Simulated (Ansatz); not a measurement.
## Moving the Hubbard U on La f, Mn d, Mo d in NaLaMnMoO6

```xyz
20
Lattice="5.5573 0.0000 0.0005 0.0000 5.5979 0.0000 -0.0629 0.0000 8.0246" Properties=species:S:1:pos:R:3 pbc="T T T"
Na    4.1371    2.8870    4.0066
Na    1.3574    0.0880    4.0185
La    1.3662    5.3682    8.0197
La    4.1282    2.5692    0.0054
Mn    1.3603    2.7297    2.0550
Mn    4.1342    5.5286    5.9702
Mo    4.1820    5.5792    2.1743
Mo    1.3124    2.7803    5.8509
O     3.7112    5.4765    3.9373
O     0.1716    4.5353    2.2249
O     5.1703    1.6184    2.2495
O     2.6448    1.1737    1.5989
O     3.0125    4.1180    1.6116
O     4.6099    0.1018    0.0319
O     1.7833    2.6775    4.0878
O     5.3228    1.7363    5.8002
O     0.3241    4.4173    5.7757
O     2.8496    3.9726    6.4262
O     2.4819    1.3190    6.4136
O     0.8845    2.9007    7.9933
```

The cell comes from a database or a generator and needn't be the stable form of this composition.

Kept alike: task projected density of states; functional PBE; k mesh 5 × 5 × 4; occupations fermi-dirac, width 0.05 eV; collinear spin, ferromagnetic start. Program: Ansatz, Ansatz PAW, cutoff 420 eV. The mesh is that of the run's cell of 20 atoms. No spin-orbit coupling.

| run | pressure (GPa) | largest site moment (μB) |
| --- | --- | --- |
| A | 2.61 | 4.04 |
| B | 4.80 | 4.14 |
| C | 3.73 | 4.10 |

Pressure is positive in compression, with a Pulay correction for the finite cutoff. How U acts hangs on the program's projectors. The runs hold the magnetic state that their start led to, which needn't be the lowest. Site moments count inside each atom's sphere or projector. U is the effective U - J on orthogonalised atomic projectors. Double counting: fully localised limit (the default).

The runs differ in the Hubbard U on La f, Mn d, Mo d alone: 4; 6; 8 eV. Which run is which?

Run A is 4 eV; run B is 8 eV; run C is 6 eV. The pressure rises from 2.61 to 4.80 GPa between 4 and 8 eV. U localises the shell and weakens its bonds, so the cell pushes outwards. The largest site moment rises from 4.04 to 4.14 μB between 4 and 8 eV.
